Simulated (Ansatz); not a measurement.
How much does the functional matter for the cell of Ga₄SnS₇?

The starting cell is an entry of the Crystallography Open Database, a measured cell (2014, 293 K):

```
Ga Sn S
1.0
     7.26900    0.00000    0.00000
     0.00000    6.36100    0.00000
    -3.53569    0.00000   11.89359
Ga Sn S
8 2 14
Direct
  0.37694 0.42246 0.33157
  0.37694 0.57754 0.83157
  0.63305 0.92434 0.32399
  0.63305 0.07566 0.82399
  0.49941 0.75118 0.56557
  0.49941 0.24882 0.06557
  0.12557 0.93730 0.32184
  0.12557 0.06270 0.82184
  0.97536 0.61994 0.51941
  0.97536 0.38006 0.01941
  0.08686 0.27160 0.25932
  0.08686 0.72840 0.75932
  0.73497 0.93530 0.51663
  0.73497 0.06470 0.01663
  0.60834 0.26340 0.26093
  0.60834 0.73660 0.76093
  0.34244 0.75510 0.25035
  0.34244 0.24490 0.75035
  0.21707 0.93080 0.51492
  0.21707 0.06920 0.01492
  0.85827 0.73480 0.27548
  0.85827 0.26520 0.77548
  0.49360 0.41350 0.51695
  0.49360 0.58650 0.01695
```

Atoms and cell were relaxed at zero pressure with plane-wave PAW DFT (Ansatz 0.2.0; one set of PAW datasets, made under PBE, for all functionals; 420 eV, r2SCAN 500 eV; 4×4×2 Γ-centred mesh, fermi-dirac occupations of width 0.020 eV; no spin polarisation, no spin-orbit coupling, no dispersion correction), keeping the symmetry (Pc, No. 7).

What cells and energies do LDA, PBEsol, PBE, r2SCAN give?

The relaxed conventional cells:

| functional | a (Å) | b (Å) | c (Å) | β (°) | volume (Å³/atom) | formation energy (eV/atom) |
| --- | --- | --- | --- | --- | --- | --- |
| LDA | 7.151 | 6.252 | 12.242 | 106.98 | 21.81 | -0.671 |
| PBEsol | 7.234 | 6.354 | 12.407 | 106.66 | 22.77 | -0.662 |
| PBE | 7.386 | 6.508 | 12.679 | 106.07 | 24.40 | -0.657 |
| r2SCAN | 7.311 | 6.419 | 12.515 | 106.36 | 23.48 | -0.776 |
| the entry | 7.269 | 6.361 | 12.408 | 106.56 | 22.91 | – |

LDA gives the smallest volume and PBE the largest, 11.9 % more, the usual order, since LDA overbinds and PBE's gradient terms loosen the lattice. Against the entry's volume: LDA -4.8 %, PBEsol -0.6 %, PBE +6.5 %, r2SCAN +2.5 %; PBEsol comes nearest. The formation energies span 0.12 eV an atom, lowest under r2SCAN.

Caveats: each relaxation keeps the start's symmetry, so a distorted cell may lie lower; computed cells are at 0 K with fixed nuclei, while the entry holds thermal expansion, often some tenths of a per cent in volume and more in soft crystals; formation energies are at zero smearing against the elements' usual phases under the same functional, gases as free molecules, uncorrected.
